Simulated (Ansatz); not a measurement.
CH3NH2 in its lowest state found on the top face of a (101) slab of WC (P-6m2 (No. 187)), 8 planes, outer planes C (top) and W (bottom); 1 a cell of 43.96 Å², its atoms last:

```xyz
39
Lattice="5.8038 0.0000 0.0000 -2.9019 7.5736 0.0000 0.0000 0.0000 25.7022" Properties=species:S:1:pos:R:3 pbc="T T T"
W     2.9019    5.4546    8.0000
W     4.3529    1.6678    8.0000
W     0.0000    5.4546    8.0000
W     1.4510    1.6678    8.0000
C     0.0000    0.0524    8.3133
C    -1.4510    3.8392    8.3133
C     2.9019    0.0524    8.3133
C     1.4510    3.8392    8.3133
W     2.9019    3.3357    9.8799
W     1.4510    7.1225    9.8799
W     0.0000    3.3357    9.8799
W    -1.4510    7.1225    9.8799
C     2.9019    5.5071   10.1932
C     4.3529    1.7203   10.1932
C     0.0000    5.5071   10.1932
C     1.4510    1.7203   10.1932
W     2.9046    1.2145   11.7821
W     1.4452    5.0060   11.7767
W     0.0022    1.2150   11.7835
W    -1.4446    5.0057   11.7749
C     2.9031    3.3718   12.0569
C     1.4529    7.1564   12.0782
C     0.0013    3.3717   12.0607
C    -1.4458    7.1572   12.0777
W    -0.0010    6.6446   13.6622
W     1.4526    2.8607   13.6309
W     2.9033    6.6140   13.6159
W     4.3552    2.8610   13.6290
C     2.8996    1.4039   13.9187
C     1.4740    5.1096   13.9154
C    -0.0021    1.3769   13.9320
C    -1.4528    5.1098   13.9111
C    -1.1765    7.1014   16.6262
N     0.0732    6.7778   15.9084
H    -1.8840    6.2774   16.4586
H    -1.5932    8.0223   16.1988
H    -1.0127    7.2260   17.7078
H     0.4634    5.8819   16.2106
H     0.7725    7.5080   16.0736
```

The calculation used Ansatz, DFT PBE+D3(BJ), scalar-relativistic, plane waves, PAW. Cutoff 420 eV; k points 4×3×1 on the computed 39-atom cell (Γ-centred); Gaussian smearing, width 0.10 eV; no spin polarisation. The cell repeats along c with a dipole correction in the vacuum.

The clean top face has a work function of 4.45 eV. Adsorption changes the slab's dipole along +c by Δp = +0.4288 e·Å a cell (+2.06 D an adsorbate).

Task: What change of work function does the Helmholtz equation give?

Result: A sheet of dipoles makes a step in an electron's potential energy of −e·Δp/(ε0·A), and e/ε0 = 180.95 eV·Å for Δp in e·Å: −180.95 × (0.4288)/43.96 = -1.77 eV. This is the change of φ(top) − φ(bottom). If the bottom face is unmoved, φ(top) becomes 2.69 eV.

Task: How does that compare with the calculation?

Result: φ(top) changes by -1.75 eV and φ(bottom) by +0.01 eV, so their difference changes by -1.76 eV. The bottom face hardly moves.

Task: What does the sign say about the electrons?

Result: The change of dipole points out of the surface, so the work function falls. The molecule's own dipole can set this sign. Δp also holds the adsorbate's own dipole and the moves of the surface atoms, so it isn't a charge transfer alone.

Spin-orbit coupling is left out, which matters for the bands of heavy elements.